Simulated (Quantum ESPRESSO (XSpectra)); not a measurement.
## O K-edge X-ray absorption spectrum (XANES) of SiO2 (P3₂21)

```
O2Si
1.0
    4.91656     0.00000     0.00000
   -2.45828     4.25787     0.00000
    0.00000     0.00000     5.43163
Si O
3 6
Direct
  0.00000   0.46880   0.33333
  0.53120   0.53120   0.00000
  0.46880   0.00000   0.66667
  0.14454   0.73144   0.54782
  0.26856   0.41310   0.21449
  0.58690   0.85546   0.88115
  0.73144   0.14454   0.45218
  0.41310   0.26856   0.78551
  0.85546   0.58690   0.11885
```

Geometry: Materials Project entry mp-6930 (a computed structure). The cell is the entry's, not relaxed again.

Absorber: atom 4, O on Wyckoff site c (site symmetry 1), with 1 Si at 1.61 Å, 1 Si at 1.62 Å.

Simulated with Quantum ESPRESSO (XSpectra): LDA, full core hole, dipole K-edge X-ray absorption, plane waves, Troullier-Martins potentials made with ld1.x, scalar-relativistic, no spin, constant broadening.

27-atom cell (absorber images 7.3 Å apart), 70 Ry, k meshes 2×2×2 (SCF) and 3×3×3 (spectrum), Lorentzian half width 0.5 eV. The ground-state test found a gap, so occupations are fixed and the excited electron is left out (charged cell on a uniform background); energies count from the highest occupied level. Field directions run: x; y; z, weighted by the site's symmetry in the crystal. Intensities are scaled to a mean of 1 over 0–35 eV.

(E (eV), intensity (scaled)): (-5.0, 0.02); (-4.5, 0.02); (-4.0, 0.02); (-3.5, 0.02); (-3.0, 0.02); (-2.5, 0.03); (-2.0, 0.03); (-1.5, 0.03); (-1.0, 0.03); (-0.5, 0.04); (0.0, 0.04); (0.5, 0.05); (1.0, 0.05); (1.5, 0.06); (2.0, 0.07); (2.5, 0.08); (3.0, 0.09); (3.5, 0.11); (4.0, 0.14); (4.5, 0.18); (5.0, 0.26); (5.5, 0.42); (6.0, 0.64); (6.5, 0.96); (7.0, 1.74); (7.5, 2.83); (8.0, 3.90); (8.5, 3.54); (9.0, 3.04); (9.5, 2.58); (10.0, 2.05); (10.5, 1.73); (11.0, 1.59); (11.5, 1.45); (12.0, 1.14); (12.5, 0.96); (13.0, 0.88); (13.5, 0.89); (14.0, 1.06); (14.5, 1.14); (15.0, 0.98); (15.5, 0.88); (16.0, 0.90); (16.5, 0.92); (17.0, 0.85); (17.5, 0.81); (18.0, 0.75); (18.5, 0.73); (19.0, 0.71); (19.5, 0.72); (20.0, 0.71); (20.5, 0.69); (21.0, 0.66); (21.5, 0.66); (22.0, 0.68); (22.5, 0.73); (23.0, 0.76); (23.5, 0.82); (24.0, 0.85); (24.5, 0.88); (25.0, 0.93); (25.5, 0.90); (26.0, 0.92); (26.5, 0.99); (27.0, 1.08); (27.5, 1.15); (28.0, 1.15); (28.5, 1.13); (29.0, 1.14); (29.5, 1.13); (30.0, 1.13); (30.5, 1.07); (31.0, 0.98); (31.5, 0.98); (32.0, 0.95); (32.5, 0.94); (33.0, 0.93); (33.5, 0.92); (34.0, 0.86); (34.5, 0.83)

The absolute edge energy is not computed.
